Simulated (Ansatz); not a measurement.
MgCdS$_{2}$:
```
CELL_PARAMETERS angstrom
      3.78191     0.00000     0.00000
      0.00000     3.78191     0.00000
      0.00000     0.00000     5.35369
ATOMIC_POSITIONS crystal
  Mg 0.50000 0.50000 0.50000
  Cd 0.00000 0.00000 0.00000
  S  0.00000 0.00000 0.50000
  S  0.50000 0.50000 0.00000
```

Relaxed with r²SCAN. Special points in fractions of this cell's reciprocal vectors: Γ (0.000, 0.000, 0.000); X (0.000, 0.500, 0.000); M (0.500, 0.500, 0.000); Z (0.000, 0.000, 0.500); R (0.000, 0.500, 0.500); A (0.500, 0.500, 0.500).

Task: List the band energies nearest the valence-band maximum at these points for plane-wave PAW r²SCAN (Ansatz code).

Result: In eV from the valence-band maximum; about four levels below and three above (degenerate sets whole), none deeper than 8.9 eV; points with the same levels are listed once.

| k | below | above |
|---|---|---|
| Γ | -2.35 -2.35 -0.81 -0.81 -0.81 | 1.23 3.03 5.15 |
| X | -2.95 -2.45 -1.29 -0.12 | 5.23 5.24 6.60 |
| M | -2.40 -2.35 -2.35 -2.29 | 0.73 2.59 5.33 5.33 |
| Z | -1.76 -1.76 -1.44 -1.44 | 3.82 4.63 5.59 |
| R | -1.21 -1.11 -0.08 0.00 | 4.13 4.23 6.43 |
| A | -3.41 -3.41 -2.99 -2.85 | 4.10 4.88 7.54 7.54 7.54 |

Space group P4/mmm. The workflow started from a Materials Project entry (that database holds measured and hypothetical structures alike); the Crystallography Open Database copy checked does not list it. With Mg and Cd taken as one species the cell has the higher symmetry Fm-3m, so it may be an ordered model of a mixed-site phase. Its standing as an ambient phase is unchecked. Symmetry was held in the r²SCAN relaxation; of distortions, only those at the zone centre were tested. Spin–orbit coupling is left out wherever it is not named.

Potentials: the later of the program's two PAW sets.
